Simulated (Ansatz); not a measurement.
## HfOs (Pm-3m): the size of the finite step

```
CELL_PARAMETERS angstrom
3.20002 0.00000 0.00000
0.00000 3.20002 0.00000
0.00000 0.00000 3.20002
ATOMIC_POSITIONS crystal
Hf 0.00000 0.00000 0.00000
Os 0.50000 0.50000 0.50000
```

Unless marked otherwise, the numbers come from LDA, PAW on Ansatz 0.2.0's default frozen-core files (fitted under PBE), scalar-relativistic. k mesh 14×14×14, strains of ±0.005, Fermi-Dirac smearing of 0.080 eV, cutoff 420 eV. The cell was relaxed by PAW under this functional.

Q: Elastic constants come from stresses at strains of ±0.005 (two-point stencil): C11 = 456.3, C12 = 150.9, C44 = 116.2 GPa. What does an amplitude of 0.08 give?

A: C11 = 450.3, C12 = 165.4, C44 = 118.0 GPa. A large step picks up anharmonic terms.

Known limits: frozen-core PAW files fitted under PBE, their cores solved anew for the functional of the run; responses of metals move with mesh and smearing; no spin-orbit coupling on heavy atoms.
